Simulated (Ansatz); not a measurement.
YHSe:
Space group P-6m2 (No. 187); a = 3.764 Å, b = 3.764 Å, c = 3.815 Å, α = 90.00°, β = 90.00°, γ = 120.00°

```csv
atom,site,symmetry,x,y,z
Y,1a,-6m2,0.0000,0.0000,0.0000
H,1c,-6m2,0.3333,0.6667,0.0000
Se,1f,-6m2,0.6667,0.3333,0.5000
```

Relaxed with LDA.

Q: Which orbitals make up the states near the band edges in DFT-LDA in the program Ansatz with PAW potentials?

A: Top 1 eV of the valence band: Se 4p 48 %, H 1s 27 %, Y 4d 23 %. Bottom 1 eV of the conduction band: Y 4d 78 %, Se 4p 7 %, outside the projected shells 5 %. Projections are on Löwdin-orthogonalised atomic valence shells; empty p or d shells of many metals are not among them.

Q: Tabulate the density of states.

A: States/eV per cell of 3 atoms, in 0.25 eV bins, energy from the valence-band maximum.

```csv
E (eV),total,Y 4d,Se 4p,H 1s
-7.87,0.00,0.00,0.00,0.00
-7.62,0.00,0.00,0.00,0.00
-7.37,0.00,0.00,0.00,0.00
-7.12,0.00,0.00,0.00,0.00
-6.87,0.00,0.00,0.00,0.00
-6.62,0.00,0.00,0.00,0.00
-6.37,0.07,0.01,0.02,0.01
-6.12,0.12,0.02,0.04,0.03
-5.87,0.17,0.03,0.06,0.04
-5.62,0.26,0.04,0.10,0.06
-5.37,0.81,0.15,0.35,0.18
-5.12,1.54,0.30,0.65,0.35
-4.87,2.27,0.45,0.91,0.55
-4.62,1.45,0.32,0.59,0.33
-4.37,1.00,0.27,0.46,0.17
-4.12,0.28,0.08,0.11,0.06
-3.87,0.85,0.19,0.56,0.04
-3.62,1.42,0.29,1.00,0.06
-3.37,1.40,0.29,0.96,0.07
-3.12,1.84,0.44,0.98,0.33
-2.87,2.31,0.60,1.25,0.36
-2.62,3.51,0.89,2.15,0.37
-2.37,3.22,0.92,1.85,0.38
-2.12,2.29,0.67,1.32,0.25
-1.87,2.03,0.54,1.27,0.19
-1.62,2.54,0.61,1.71,0.19
-1.37,1.64,0.41,0.99,0.21
-1.12,0.62,0.16,0.33,0.12
-0.87,0.23,0.06,0.12,0.06
-0.62,0.09,0.02,0.04,0.03
-0.37,0.04,0.01,0.02,0.01
-0.12,0.01,0.00,0.00,0.00
0.13,0.00,0.00,0.00,0.00
0.38,0.00,0.00,0.00,0.00
0.63,0.00,0.00,0.00,0.00
0.88,0.00,0.00,0.00,0.00
1.13,0.00,0.00,0.00,0.00
1.38,0.00,0.00,0.00,0.00
1.63,0.03,0.02,0.00,0.00
1.88,0.18,0.16,0.00,0.01
2.13,1.03,0.79,0.08,0.03
2.38,1.92,1.46,0.18,0.07
2.63,1.47,1.16,0.11,0.06
2.88,1.74,1.34,0.14,0.05
3.13,2.20,1.67,0.17,0.03
3.38,2.64,2.04,0.16,0.03
3.63,2.50,1.80,0.18,0.05
3.88,2.54,1.82,0.20,0.04
4.13,2.81,2.01,0.26,0.05
4.38,2.81,2.05,0.31,0.07
4.63,2.29,1.75,0.28,0.05
4.88,2.14,1.66,0.27,0.05
5.13,2.27,1.75,0.26,0.06
5.38,1.98,1.37,0.28,0.07
5.63,2.35,1.43,0.37,0.08
5.88,2.01,1.13,0.33,0.11
6.13,1.95,0.96,0.28,0.13
```

The workflow started from a Materials Project entry (that database holds measured and hypothetical structures alike); the Crystallography Open Database copy checked does not list it. Its standing as an ambient phase is unchecked. The cell was relaxed with LDA under the symmetry of its start; phonons on a q-mesh show no instability. The run is not spin-polarised. Scalar-relativistic: spin–orbit coupling is off unless named, which matters more the heavier the elements.

Potentials: the later of the program's two PAW sets.
